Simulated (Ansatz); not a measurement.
MgO:
```yaml
crystal:
  lattice:
    - [0.00000, 2.12694, 2.12694]
    - [2.12694, 0.00000, 2.12694]
    - [2.12694, 2.12694, 0.00000]
  atoms:
    - { symbol: Mg, position: [0.00000, 0.00000, 0.00000] }
    - { symbol: O, position: [0.50000, 0.50000, 0.50000] }
```

Relaxed with PBE. Special points in fractions of this cell's reciprocal vectors: Γ (0.000, 0.000, 0.000); X (0.500, 0.000, 0.500); U (0.625, 0.250, 0.625); K (0.375, 0.375, 0.750); L (0.500, 0.500, 0.500); W (0.500, 0.250, 0.750).

Question: List the band energies nearest the valence-band maximum at these points for the program Ansatz at the PBE level (PAW).

Answer: In eV from the valence-band maximum; about four levels below and three above (degenerate sets whole), none deeper than 8.9 eV; … stands for higher levels left out; points with the same levels are listed once.

| k | below | above |
|---|---|---|
| Γ | 0.00 0.00 0.00 | 4.46 … |
| X | -3.93 -1.30 -1.30 | 9.11 … |
| U | -3.36 -2.62 -1.10 | 9.96 … |
| L | -4.48 -0.62 -0.62 | 7.73 … |
| W | -2.84 -2.84 -1.71 | … |

Space group Fm-3m (rock salt). The PBE relaxation kept the symmetry of its start. The volume moved by -31 % from the start of the relaxation.

Potentials: the later of the program's two PAW sets.
